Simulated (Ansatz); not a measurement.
BN in space group R3m (No. 160; B on 3a, N on 3a), LDA in the plane-wave PAW code Ansatz. The conduction-band minimum lies at F, with 3 equivalent valleys. Second derivatives d²E/dk² of the lowest band at one valley (eV·Å²), along Cartesian directions:

```tsv
direction	d²E/dk²
[100]	25.94
[010]	10.71
[001]	9.921
[110]	31.50
[101]	23.39
[011]	13.48
```

Task: Find the principal effective masses, the density-of-states mass and the conductivity mass.

Result: Off-diagonal terms follow from H_xy = H[110] − (H_xx + H_yy)/2, and m*/mₑ = 7.620 eV·Å² over each eigenvalue: 0.22, 0.91, 2.5. One valley's DOS mass (m₁m₂m₃)^(1/3) = 0.79, conductivity mass 3/(Σ 1/mᵢ) = 0.49 mₑ.

Task: What effective density of states Nc follows at 300 K for parabolic valleys?

Result: Nc = 2.509e19 × 3 × (0.79)^(3/2) ≈ 5.3e19 cm⁻³.

Task: With the computed static dielectric constant 5.57 (mean of the diagonal), estimate a hydrogenic donor's binding energy and radius.

Result: E = 13.606 eV × 0.49/5.57² ≈ 210 meV; a = 0.529 Å × ε/m* ≈ 6.0 Å. Semilocal masses tend to be too small where the gap is.

The first step of the workflow began from a Materials Project structure, measured or hypothetical; the Crystallography Open Database copy checked does not list it. It is not the phase usual at ambient conditions (space group No. 186, 194, 216). The cell was relaxed with LDA under the symmetry of its start; phonons on a q-mesh show no instability. A crystal of weakly bound layers computed without a dispersion correction: the cell and the soft elastic constants depend strongly on that.

Potentials: the earlier of the program's two PAW sets.
